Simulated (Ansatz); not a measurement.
Here is an unrelaxed guess for CsNiSn.

```
Cs Ni Sn
1.0
     4.79348    0.00000    0.00000
    -2.39674    4.15128    0.00000
     0.00000    0.00000    4.78372
Cs Ni Sn
1 1 1
Direct
  0.66667 0.33333 0.00000
  0.00000 0.00000 0.50000
  0.33333 0.66667 0.50000
```

These are results of DFT PBE, scalar-relativistic, plane waves, PAW in Ansatz, not measurements. Settings: cutoff 420 eV, Γ-centred mesh 6×6×4 on the computed 3-atom cell, Gaussian smearing of 0.10 eV; collinear spin from starting moments 0.0 2.0 0.0 μB.

Formation energies are uncorrected and refer to the elements' standard structures at the same level. The references include grey tin.

Q: Estimate its pressure, forces and energy as it stands.

A: The pressure is -0.4 GPa (the mean over three directions, positive in compression), the largest force is 0.00 eV/Å (symmetry fixes the atoms), and the energy is +0.38 eV/atom against the elements. The shortest distance is 2.77 Å.

Q: Is it a good guess?

A: A rough one: relaxing gains about 0.25 eV/atom (the start's value is from the coarse mesh, so the gain is rough) in 16 ionic steps and ends at +0.12 eV/atom on the finer mesh. The symmetry stays P-6m2 (No. 187). The volume per atom grows by 8.1 %, from 31.7 to 34.3 Å³. The shortest distance goes from 2.77 Å (Ni–Sn) to 2.51 Å (Ni–Sn). The ratio c/a of the conventional cell changes by a factor of 1.44. Conventional cell: a = 4.352 Å, c = 6.273 Å. Cs has 6 Ni at 4.02 Å, 6 Sn at 4.02 Å and 6 Cs at 4.35 Å; Ni has 3 Sn at 2.51 Å and 6 Cs at 4.02 Å; around Sn lie 3 Ni at 2.51 Å and 6 Cs at 4.02 Å.

The last run used a 12×12×8 mesh (in the run's order of axes) for its 3-atom cell and Gaussian smearing of 0.10 eV. Trial moments died out on the coarse mesh, so the last step has no spin; another magnetic start might hold. The relaxation can't lower the symmetry of the start, and the grade says only how near the guess is to its own end. A structure relaxed within its symmetry needn't be a true minimum.
